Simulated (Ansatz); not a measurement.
SnS:
Space group Pnma (No. 62); a = 10.9869 Å, b = 3.9524 Å, c = 4.1874 Å, α = β = γ = 90.00°

```
atom  site  symmetry       x       y       z
----  ----  --------  ------  ------  ------
Sn      4c       .m.  0.1180  0.2500  0.1098
S       4c       .m.  0.3539  0.2500  0.0263
```

Relaxed with LDA.

**Question.** Decompose the optical modes at the zone centre into irreducible representations, and say which are infrared and Raman allowed.

**Answer.** Point group mmm: Γ_opt = 4Ag + 2Au + 2B1g + 3B1u + 4B2g + B2u + 2B3g + 3B3u. Infrared: B1u, B2u, B3u. Raman: Ag, B1g, B2g, B3g.

**Question.** Assign frequencies (DFPT, LDA (plane waves, PAW; program Ansatz); without the LO–TO term).

**Answer.** Ag 40, B3g 49, Au 55, B3u 65, B1g 68, B2g 70, B2g 80, Ag 93, B1u 98, B2u 140, B3g 163, B1u 174, B3u 181, Ag 190, Au 193, B1g 208, B3u 212, B2g 221, Ag 224, B1u 225, B2g 276 cm⁻¹.

Subscripts of B labels follow the axes of the standard setting.

The LDA relaxation kept the symmetry of its start. A crystal of weakly bound layers computed without a dispersion correction: the cell and the soft elastic constants depend strongly on that. Spin–orbit coupling is left out wherever it is not named.

Potentials: the earlier of the program's two PAW sets. The files were generated under PBE; for other functionals the program regenerates the frozen cores, and for LDA and PBEsol the local potential too.
